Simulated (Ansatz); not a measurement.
Ag (hcp, Mg type), conventional cell a = b = 2.903 Å, c = 4.750 Å, α = β = 90.00°, γ = 120.00°. The calculation uses the primitive cell of 2 atoms, to which meshes and values per cell refer.

E(V) scan at fixed shape, V₀ the volume above. Symmetry pins the atoms to their sites.

Computed with r2SCAN (plane waves to 500 eV, PAW, scalar-relativistic; Ansatz, a program for electronic structure). k mesh 18×18×10 (Γ-centred), Fermi-Dirac smearing 0.05 eV. Energies are smeared free energies. Stress and pressure are positive under compression. Ag was relaxed with its symmetry unable to fall. This is one of several known forms of Ag; the measured ambient cells at hand have space group No. 225. The zero of ΔE is the relaxed starting cell.

| V (Å³/cell) | P (GPa) | ΔE (meV/atom) |
|---|---|---|
| 31.20 | (withheld) | 70 |
| 31.89 | 10.8 | (withheld) |
| 32.58 | 7.6 | (withheld) |
| 33.28 | 4.7 | 10 |
| 33.97 | 2.2 | 2 |
| 34.66 | 0.0 | 0 |
| 35.36 | -1.9 | 2 |
| 36.05 | -3.6 | 8 |
| 36.74 | -5.0 | 17 |
| 37.43 | -6.3 | 30 |
| 38.13 | -7.4 | 45 |

### Question
Some entries are withheld; supply them.

### Answer

- 31.20, P (GPa): 14.6
- 31.89, ΔE (meV/atom): 43
- 32.58, ΔE (meV/atom): 23

(A scan under strain: stresses follow from slopes of the energy per volume, elastic moduli from its curvatures.)
